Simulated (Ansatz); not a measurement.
Theory: DFT PBE, scalar-relativistic, plane waves, PAW in Ansatz 0.2.0. All cells share a 420 eV cutoff and Γ-centred k meshes spaced at most about 0.3 Å⁻¹ (about 0.25 or finer for metals, 2π included). No spin polarisation in the final relaxations.

These are static total energies at zero pressure.

Compare these two cells of Mg2B3, each relaxed at this level.

1.

Space group P3m1 (No. 156). a = 3.453 Å, b = 3.453 Å, c = 6.451 Å, α = 90.00°, β = 90.00°, γ = 120.00°
```json
{"atom": "Mg", "site": "1a", "symmetry": "3m.", "x": "0.0000", "y": "0.0000", "z": "0.6764"}
{"atom": "Mg", "site": "1c", "symmetry": "3m.", "x": "0.6667", "y": "0.3333", "z": "0.3052"}
{"atom": "B", "site": "3d", "symmetry": ".m.", "x": "0.1669", "y": "0.8331", "z": "0.0335"}
```

2.

Space group R-3m:H (No. 166). a = 3.461 Å, b = 3.461 Å, c = 18.342 Å, α = 90.00°, β = 90.00°, γ = 120.00°
```
atom  site  symmetry       x       y       z
  Mg    6c        3m  0.0000  0.0000  0.9002
   B    9e      .2/m  0.0000  0.5000  0.0000
```

**Question.** Which would you expect to be lower, and how large is the difference?

**Answer.** Cell 2 is lower, by 85 meV/atom. Cell 1 has space group P3m1 (No. 156), 13.3 Å³/atom and no gap on its mesh; cell 2 has space group R-3m (No. 166), 12.7 Å³/atom and no gap. Counting B atoms around Mg (those within 1.25 times the shortest such distance or 1.15 times the sum of covalent radii; a slash parts the counts of unlike sites), cell 1 has Mg 3/6 and cell 2 has Mg 6. Cell 1 and cell 2 both hold B–B nets. The denser one is the lower, and pressure would at first widen the difference. Even the lower one lies +0.19 eV/atom against the reference forms of the elements (uncorrected), so neither is stable at this level. Both come from invented guesses.

A magnetic state wasn't ruled out in cells without spin, among them P3m1, R-3m. Cells relaxed within their symmetry can be saddle points. The R-3m cell of Mg2B3 came from shaking the P3m1 one.
